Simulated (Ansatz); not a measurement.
PtPb (NiAs type)

```yaml
crystal:
  lattice:
    - [4.32118, 0.00000, 0.00000]
    - [-2.16059, 3.74225, 0.00000]
    - [0.00000, 0.00000, 5.52027]
  atoms:
    - { symbol: Pt, position: [0.00000, 0.00000, 0.50000] }
    - { symbol: Pt, position: [0.00000, 0.00000, 0.00000] }
    - { symbol: Pb, position: [0.33333, 0.66667, 0.25000] }
    - { symbol: Pb, position: [0.66667, 0.33333, 0.75000] }
```

The volume is varied about the relaxed value V₀ at fixed cell shape. Symmetry pins the atoms to their sites.

All values below come from r2SCAN (plane waves to 500 eV, PAW, scalar-relativistic; Ansatz, a program for electronic structure). k mesh 12×12×9 (Γ-centred), Fermi-Dirac smearing 0.05 eV. Compression counts positive. PtPb is run without spin polarisation. PtPb was relaxed with its symmetry unable to fall. Spin-orbit coupling is left out, though Pb and Pt are heavy.

At one point of the scan the stress tensor (GPa) is:

```
   -3.5      0.0      0.0
    0.0     -3.5      0.0
    0.0      0.0     -4.3
```

Q: Which point is it?
A) V/V₀ = 1.050
B) V/V₀ = 1.040
C) V/V₀ = 1.020
D) V/V₀ = 1.060

A: B, V/V₀ = 1.040

(A scan under strain: stresses follow from slopes of the energy per volume, elastic moduli from its curvatures.)
